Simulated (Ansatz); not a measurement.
Question: Each is relaxed and computed with plane-wave PAW r²SCAN (Ansatz code). Which is the only metal?
A. CaZrN2, R-3m (Ca on 3a, Zr on 3b, N on 6c)
B. CaSi2Rh2, I4/mmm (Ca on 2a, Si on 4e, Rh on 4d)
C. SiGe, Pmma (Si on 2e, Ge on 2f)
D. HfSiO4, I4_1/amd (O on 16h, Si on 4b, Hf on 4a)

Answer: B, CaSi2Rh2, I4/mmm (Ca on 2a, Si on 4e, Rh on 4d). CaSi2Rh2: metal; SiGe: gap 0.58 eV (indirect); HfSiO4: gap 6.00 eV (indirect); CaZrN2: gap 0.83 eV (indirect). Typed or built starts, not in the databases checked: SiGe, Pmma (Si on 2e, Ge on 2f). Standing as an ambient phase not checked: CaSi2Rh2, I4/mmm (Ca on 2a, Si on 4e, Rh on 4d); CaZrN2, R-3m (Ca on 3a, Zr on 3b, N on 6c). All cells were relaxed under the symmetry of their starts (and spin orders); stability against distortions was not tested throughout. Rows with no word on spin ran without spin polarisation. Scalar-relativistic: spin–orbit coupling is off unless named, which matters more the heavier the elements.

Potentials: the later of the program's two PAW sets.
